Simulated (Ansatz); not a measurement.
Relaxed-ion elastic tensor of LaN in space group P4/nmm (No. 129; La on 2c, N on 2a) in GPa (Voigt order), plane-wave PAW LDA (Ansatz code); density 7.56 g/cm³, 16.79 Å³ per atom.

```
 113   184  18.5   0.0   0.0   0.0
 184   113  18.5   0.0   0.0   0.0
18.5  18.5  94.1   0.0   0.0   0.0
 0.0   0.0   0.0  24.0   0.0   0.0
 0.0   0.0   0.0   0.0  24.0   0.0
 0.0   0.0   0.0   0.0   0.0   136
```

**Question.** Is the crystal mechanically stable?

**Answer.** No: the smallest eigenvalue of C is -70.4 GPa.

The workflow started from a Materials Project entry (that database holds measured and hypothetical structures alike); the Crystallography Open Database copy checked does not list it. COD files the formula under space group No. 225. Its standing as an ambient phase is unchecked. The LDA relaxation kept the symmetry of its start. At this level the phase is dynamically unstable (imaginary phonons). Spin–orbit coupling is left out wherever it is not named.

Potentials: the later of the program's two PAW sets.
